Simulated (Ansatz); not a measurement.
## Data sheet: Al$_{2}$Pt (DFT)

Al2Pt:
Space group Fm-3m (No. 225); a = b = c = 5.946 Å, α = β = γ = 90.00°

```json
[
 {"atom": "Pt", "site": "4a", "symmetry": "m-3m", "x": "0.0000", "y": "0.0000", "z": "0.0000"},
 {"atom": "Al", "site": "8c", "symmetry": "-43m", "x": "0.2500", "y": "0.2500", "z": "0.2500"}
]
```
(The calculation used a cell of 3 atoms; values per cell refer to that cell.)

Space group Fm-3m (No. 225), fluorite or antifluorite type; conventional cell a = b = c = 5.946 Å, α = β = γ = 90.00°.

Method: DFT-PBE in the program Ansatz with PAW potentials. Structure relaxed to zero pressure with the same functional. Other levels are named where they apply.

### Cell and energy

```json
{
  "volume_per_atom": "17.52 Å³",
  "density": "7.87 g/cm³",
  "Formation energy from the elements (no fitted shifts)": "-0.88 eV/atom"
}
```

### Electronic structure

```json
{
  "electronic_character": "metallic (no gap)",
  "Density of states at the Fermi level": "0.41 states/eV per atom (mean over ±0.08 eV)",
  "Gap with spin–orbit coupling": "none (metallic)"
}
```

### Mechanics

```json
{
  "Bulk modulus (Birch–Murnaghan fit)": "1290 kbar",
  "Pressure derivative B′": "4.5",
  "Elastic constants (relaxed ions, GPa)": "C11 = 172, C12 = 108, C44 = 44.6",
  "mechanical_stability": "stable (all eigenvalues of C positive)",
  "hill_bulk_and_shear_moduli": "129 and 39.0 GPa",
  "Young's modulus": "106 GPa",
  "Poisson's ratio": "0.36",
  "debye_temperature_from_the_elastic_constants": "287 K"
}
```

### Phonons

```json
{
 "highest_zone_centre_frequency": "284 cm⁻¹",
 "zone_centre_stability": "no imaginary mode at Γ",
 "dynamical_stability_on_the_path": "stable (no imaginary branch)",
 "zero_point_energy": "37.6 meV/atom",
 "Vibrational entropy at 300 K": "30.0 J/(K·mol of atoms)"
}
```

### Charges

```json
{
 "bader_charges": "Pt -3.67, Al +1.83 e"
}
```

The PBE relaxation kept the symmetry of its start. The run is not spin-polarised. As this level gives no gap, shear constants depend on the k-mesh and smearing (Fermi–Dirac, 0.1 eV here). As this level gives no gap, phonon frequencies hold no LO–TO term and depend on the k-mesh and smearing (Fermi–Dirac, 0.1 eV here). The references are the lowest solids computed at this level, not always the standard phases. Spin–orbit coupling is left out wherever it is not named.

Potentials: the later of the program's two PAW sets.
